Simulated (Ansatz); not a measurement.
Ansatz (an electronic-structure program) input:

Ansatz 0.2 input:
```yaml
crystal:
  lattice:
    - [0.0, 2.0188135728, 2.0188135728]
    - [2.0188135728, 0.0, 2.0188135728]
    - [2.0188135728, 2.0188135728, 0.0]
  atoms:
    - { symbol: Al, position: [0.0, 0.0, 0.0] }
    - { symbol: N, position: [0.5, 0.5, 0.5] }
kpoints:
  mp_grid: { grid: [10, 10, 10] }
hamiltonian:
  xc: r2scan
  pseudopotentials: { kind: paw }
scf:
  occupations: { method: fixed }
output:
  optics: { e_range: [0.0, 15.0], de: 0.05, sigma: 0.1, bands: { spectra_wanted_up_to: 12 eV } }
```

Output (shortened):

```
output.optics: the spectra are integrated over the Brillouin zone by k·p interpolation around the k-points, where levels, occupations, output.optics.sigma and …
Pseudopotential: Al, paw, valence charge 3
Pseudopotential: N, paw, valence charge 5
Functional definition: r2SCAN
Crystal: 2 atoms, lattice volume = 16.456 Å³
Basis set: ecut = 500 eV, 411 PW (Γ), exchange–correlation on 96×96×96 points (64 copies of the dense FFT grid, shifted against one another)
Bands: 8, of which v1, the nominal top of the filled ones, is band 4 counted from 1 (3 counted from 0)
Symmetry: 48 space group operations
Space group: Fm-3m (ITA 225), of the structure as read, at distance tolerance 2.5e-5 Å
k-points: 47 of 1000
SCF iter   1: F=—  HF=-928.014726 eV  |F-HF|=—  |Δ(HF+E_count)|=         —  Δρ=7.47e-3  dr2=9.27e-3  dr2_τ=1.68e-1  ethr=1.77e-3  ⟨swp⟩=4.2  Hψ=2274  notcnv=0  defer=71
preconditioner: auto → none
SCF iter   2: F=—  HF=-928.148060 eV  |F-HF|=—  |Δ(HF+E_count)|=   1.33e-1  Δρ=5.46e-3  dr2=3.00e-3  dr2_τ=9.67e-5  ethr=1.16e-4  ⟨swp⟩=2.9  Hψ=1093  notcnv=0  defer=85
SCF iter   3: F=—  HF=-928.148595 eV  |F-HF|=—  |Δ(HF+E_count)|=   5.34e-4  Δρ=1.14e-3  dr2=2.22e-4  dr2_τ=9.26e-6  ethr=3.75e-5  ⟨swp⟩=2.5  Hψ=671  notcnv=0  defer=88
SCF iter   4: F=—  HF=-928.148616 eV  |F-HF|=—  |Δ(HF+E_count)|=   2.11e-5  Δρ=3.53e-4  dr2=2.26e-5  dr2_τ=2.83e-6  ethr=2.78e-6  ⟨swp⟩=2.1  Hψ=664  notcnv=0  defer=89
SCF iter   5: F=—  HF=-928.148613 eV  |F-HF|=—  |Δ(HF+E_count)|=   2.74e-6  Δρ=7.94e-5  dr2=1.12e-6  dr2_τ=2.23e-8  ethr=2.82e-7  ⟨swp⟩=2.4  Hψ=548  notcnv=0  defer=25
SCF iter   6: F=—  HF=-928.148615 eV  |F-HF|=—  |Δ(HF+E_count)|=   2.07e-6  Δρ=1.65e-5  dr2=4.74e-8  dr2_τ=5.74e-10  ethr=1.40e-8  ⟨swp⟩=2.4  Hψ=546  notcnv=0  defer=13
SCF iter   7: F=—  HF=-928.148615 eV  |F-HF|=—  |Δ(HF+E_count)|=  7.10e-10  Δρ=1.23e-6  dr2=2.28e-10  dr2_τ=5.69e-12  ethr=5.93e-10  ⟨swp⟩=2.6  Hψ=557  notcnv=0  defer=13
SCF iter   8: F=-928.148615 eV  HF=-928.148615 eV  |F-HF|=1.36e-12  |Δ(HF+E_count)|=  3.85e-11  Δρ=9.33e-8  dr2=6.42e-13  dr2_τ=8.74e-14  ethr=1.00e-12  ⟨swp⟩=2.9  Hψ=1898  notcnv=0
SCF 1 converged in 8 iterations: F = -928.148615 eV  dr2 = 6.42e-13
NSCF: frozen V_eff on 47 k-points
Optics k sum: 0 of 47 k-points
Optics k sum: 3 of 47 k-points
Optics k sum: 5 of 47 k-points
Optics k sum: 8 of 47 k-points
Optics k sum: 10 of 47 k-points
Optics k sum: 12 of 47 k-points
Optics k sum: 15 of 47 k-points
Optics k sum: 17 of 47 k-points
Optics k sum: 19 of 47 k-points
Optics k sum: 22 of 47 k-points
Optics k sum: 24 of 47 k-points
Optics k sum: 26 of 47 k-points
Optics k sum: 29 of 47 k-points
Optics k sum: 31 of 47 k-points
Optics k sum: 33 of 47 k-points
Optics k sum: 36 of 47 k-points
Optics k sum: 38 of 47 k-points
Optics k sum: 40 of 47 k-points
Optics k sum: 43 of 47 k-points
Optics k sum: 45 of 47 k-points
Optics k sum: 47 of 47 k-points
Optics k sum: 0 of 47 k-points
Optics k sum: 3 of 47 k-points
Optics k sum: 5 of 47 k-points
Optics k sum: 8 of 47 k-points
Optics k sum: 10 of 47 k-points
Optics k sum: 12 of 47 k-points
Optics k sum: 15 of 47 k-points
Optics k sum: 17 of 47 k-points
Optics k sum: 19 of 47 k-points
Optics k sum: 22 of 47 k-points
Optics k sum: 24 of 47 k-points
Optics k sum: 26 of 47 k-points
Optics k sum: 29 of 47 k-points
Optics k sum: 31 of 47 k-points
Optics k sum: 33 of 47 k-points
Optics k sum: 36 of 47 k-points
Optics k sum: 38 of 47 k-points
Optics k sum: 40 of 47 k-points
Optics k sum: 43 of 47 k-points
Optics k sum: 45 of 47 k-points
Optics k sum: 47 of 47 k-points
NSCF: frozen V_eff on 1 k-points
NSCF: frozen V_eff on 1 k-points
output.optics: what the bands over the 11 summed would add to eps1, eps2 and the energy-loss function is held between a lower and an upper bound (6 Lanczos …
SCF converged after 8 iterations
Free energy (F): -928.148615 eV
Harris-Foulkes:  -928.148615 eV  (|F-HF|=1.36e-12)
Internal energy: -928.148615 eV  (E = F + TS)
E sigma→0 (E₀):  -928.148615 eV
Fermi energy:    11.097476 eV
--- Per-component energies (eV) ---
  E_band       = 35.449572
  E_kinetic    = 164.350281
  E_local      = -169.587958  (includes V_loc(G=0)·N_el)
  E_nonlocal   = 53.058646
  E_hartree    = 62.828532
  E_xc         = -100.280223
  E_vxc        = -121.242295  (∫ρ·V_xc dr)
  E_paw        = -602.160657  (= ΣΔE_a)
  E_vpaw       = -23.245150  (= ΣTr[D̂ρ^β])
  E_aug_tail   = 0.000018  (compensation charges beyond the density's cutoff)
  E_vtau       = 6.458959  (kinetic-family band-sum trace: ∫τ·v_τ [+ j·A + Jᵃ·Aᵃ] dr)
  E_ewald      = -336.267581
  E_core_change = -0.089673  (= ΣΔE_core)
  E_smearing   =  0.000000  (= −TS)
  E_closure    = 0.000000  (closes the sum)
  Σ components = -928.148615   (vs F -928.148615, Δ=0.00e0)
  [band-id]    e_kinetic+e_local+e_nonlocal+2·e_hartree+e_vxc+e_vpaw+e_augmentation_tail+e_vtau = 35.449564   (vs E_band 35.449572, Δ=-7.79e-6)
--- Band table (eV; the first three rows and the last of 47) ---
  k-point 0: bands = ["-7.3318", "11.0975", "11.0975", "11.0975", "17.6286", "24.0322", "24.0322", "24.0322"]
  k-point 1: bands = ["-7.1229", "10.0652", "10.9670", "10.9670", "18.2635", "23.2138", "24.3572", "24.3572"]
  k-point 2: bands = ["-6.5173", "7.8631", "10.6498", "10.6498", "18.9052", "22.8451", "24.6334", "24.6334"]
  k-point 46: bands = ["-2.9764", "4.6570", "5.9571", "7.2324", "19.6651", "21.2560", "24.1740", "25.0848"]
```

Cost: about 11 core-seconds (a rough figure) on shared cores.

This is a known high-pressure phase of the composition, computed here at zero pressure and temperature. The cell was relaxed with r²SCAN under the symmetry of its start; whether a distortion lowers the energy is not shown. The volume moved by -17 % from the start of the relaxation.

Potentials: the later of the program's two PAW sets.

Ansatz is a plane-wave DFT program.
